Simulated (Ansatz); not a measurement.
In plane-wave PAW r²SCAN (Ansatz code), SnRu3C in the anti-perovskite structure (Pm-3m) relaxes to a = 4.068 Å. Sn has 12 nearest neighbours from 2.88 Å (cuboctahedral); C has 6 nearest neighbours from 2.03 Å (octahedral). Its formation energy from the elements is 0.053 eV/atom, with no fitted shifts.

Electronic character: metallic (no gap). Gap from r²SCAN with spin–orbit coupling: none (metallic).

An equation-of-state fit gives a bulk modulus of 264 GPa. The relaxed-ion elastic constants in GPa are C11 = 505, C12 = 144, C44 = 125. The elastic constants imply a Debye temperature near 512 K.

The start of the workflow was typed in or built on a structure type; neither database checked (COD, Materials Project) lists it. Its standing as an ambient phase is unchecked. The cell was relaxed with r²SCAN under the symmetry of its start; whether a distortion lowers the energy is not shown. The run is not spin-polarised. As this level gives no gap, shear constants depend on the k-mesh and smearing (Fermi–Dirac, 0.1 eV here). The references are the lowest solids computed at this level, not always the standard phases. Spin–orbit coupling is left out wherever it is not named.

Potentials: the earlier of the program's two PAW sets.
